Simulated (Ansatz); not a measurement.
## LaC: computed property card

LaC:
```cif
data_CLa
_chemical_formula_sum 'La1 C1'
_space_group_name_H-M_alt 'P 1'
_space_group_IT_number 1
_cell_length_a 3.78267
_cell_length_b 3.78267
_cell_length_c 3.78267
_cell_angle_alpha 60.000
_cell_angle_beta 60.000
_cell_angle_gamma 60.000
loop_
_space_group_symop_operation_xyz
  'x, y, z'
loop_
_atom_site_label
_atom_site_type_symbol
_atom_site_fract_x
_atom_site_fract_y
_atom_site_fract_z
_atom_site_occupancy
La1 La 0.00000 0.00000 0.00000 1
C1 C 0.50000 0.50000 0.50000 1
```

Space group Fm-3m (No. 225), rock salt; conventional cell a = b = c = 5.350 Å, α = β = γ = 90.00°.

Method: PBEsol (plane waves, PAW; program Ansatz). The cell and atoms are relaxed at this level. Other levels are named where they apply.

### Cell and energy

```yaml
volume_per_atom: 19.14 Å³
density: 6.55 g/cm³
Formation energy from the elements (no fitted shifts): 0.40 eV/atom
```

### Electronic structure

```yaml
electronic_character: metallic (no gap)
Density of states at the Fermi level: 1.8 states/eV per atom (mean over ±0.08 eV)
Gap with spin–orbit coupling: none (metallic)
```

### Mechanics

```yaml
Bulk modulus (Birch–Murnaghan fit): 87.3 GPa
Pressure derivative B′: 3.9
Elastic constants (relaxed ions, GPa): C11 = 34.0, C12 = 116, C44 = 44.2
mechanical_stability: unstable (C has a negative eigenvalue)
```

### Phonons

```yaml
zone_centre_stability: unstable, softest mode 160i cm⁻¹
```

The start of the workflow was typed in or built on a structure type; neither database checked (COD, Materials Project) lists it. Its standing as an ambient phase is unchecked. The cell was relaxed with PBEsol under the symmetry of its start. Its formation energy is positive at this level, so the cell may be metastable or incomplete. As this level gives no gap, shear constants depend on the k-mesh and smearing (Fermi–Dirac, 0.1 eV here). As this level gives no gap, phonon frequencies hold no LO–TO term and depend on the k-mesh and smearing (Fermi–Dirac, 0.1 eV here). On the denser mesh and wider smearing of the elastic run this cell carries a stress of 0.4 GPa. The references are the lowest solids computed at this level, not always the standard phases. Scalar-relativistic: spin–orbit coupling is off unless named, which matters more the heavier the elements.

Potentials: the later of the program's two PAW sets.
